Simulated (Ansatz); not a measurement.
PtSb2 (space group Pa-3)

```
CELL_PARAMETERS angstrom
      6.55329     0.00000     0.00000
      0.00000     6.55329     0.00000
      0.00000     0.00000     6.55329
ATOMIC_POSITIONS crystal
  Sb 0.37490 0.12510 0.87490
  Sb 0.62510 0.87490 0.12510
  Sb 0.12510 0.87490 0.37490
  Sb 0.87490 0.12510 0.62510
  Sb 0.87490 0.37490 0.12510
  Sb 0.12510 0.62510 0.87490
  Sb 0.62510 0.62510 0.62510
  Sb 0.37490 0.37490 0.37490
  Pt 0.00000 0.50000 0.50000
  Pt 0.50000 0.50000 0.00000
  Pt 0.50000 0.00000 0.50000
  Pt 0.00000 0.00000 0.00000
```

E(V) scan at fixed shape, V₀ the volume above. The atoms relax within the cell's symmetry.

Level of theory: PBE (plane waves to 420 eV, PAW, scalar-relativistic; Ansatz, a first-principles code). k mesh 6×6×6 (Γ-centred), Fermi-Dirac smearing 0.05 eV. Energies are smeared free energies. Stress and pressure are positive under compression. At this level the bands of PtSb2 touch or barely overlap; measurements give the solid a gap. PtSb2 is run without spin polarisation. PtSb2 was relaxed with its symmetry unable to fall. Spin-orbit coupling is left out, though Pt and Sb are heavy. The zero of ΔE is the relaxed starting cell. The last digit holds for this mesh only.

```json
[
 {"V (Å³/atom)": "21.108", "ΔE (meV/atom)": "95.0"},
 {"V (Å³/atom)": "21.499", "ΔE (meV/atom)": "63.5"},
 {"V (Å³/atom)": "21.889", "ΔE (meV/atom)": "39.2"},
 {"V (Å³/atom)": "22.280", "ΔE (meV/atom)": "withheld"},
 {"V (Å³/atom)": "22.671", "ΔE (meV/atom)": "9.1"},
 {"V (Å³/atom)": "23.062", "ΔE (meV/atom)": "2.2"},
 {"V (Å³/atom)": "23.453", "ΔE (meV/atom)": "0.0"},
 {"V (Å³/atom)": "23.844", "ΔE (meV/atom)": "2.1"},
 {"V (Å³/atom)": "24.235", "ΔE (meV/atom)": "8.0"},
 {"V (Å³/atom)": "24.626", "ΔE (meV/atom)": "17.3"},
 {"V (Å³/atom)": "25.017", "ΔE (meV/atom)": "29.8"},
 {"V (Å³/atom)": "25.407", "ΔE (meV/atom)": "45.1"},
 {"V (Å³/atom)": "25.798", "ΔE (meV/atom)": "62.8"}
]
```

### Question
Fit a third-order Birch-Murnaghan form (E₀, V₀, B₀, B₀′ free) to the given rows and predict ΔE at V = 22.280.

### Answer
Least squares on the 12 given rows: ΔE = E₀ + (9V₀B₀/16)·y²·[2 + (B₀′ − 4)y], y = (V₀/V)^(2/3) − 1, with V₀ = 23.452 Å³/atom, B₀ = 104.5 GPa (160.2 GPa = 1 eV/Å³; the term in eV is multiplied by 1000), B₀′ = 5.21, E₀ = 0.02 meV/atom; root-mean-square residual 0.03 meV/atom. At 22.280 the fit gives 21.3 meV/atom; the calculation gives 21.3 meV/atom, the same to the digits shown. For the pressure the fit gives 6.1 GPa against the computed 6.1 GPa.

(A scan under strain: stresses follow from slopes of the energy per volume, elastic moduli from its curvatures.)
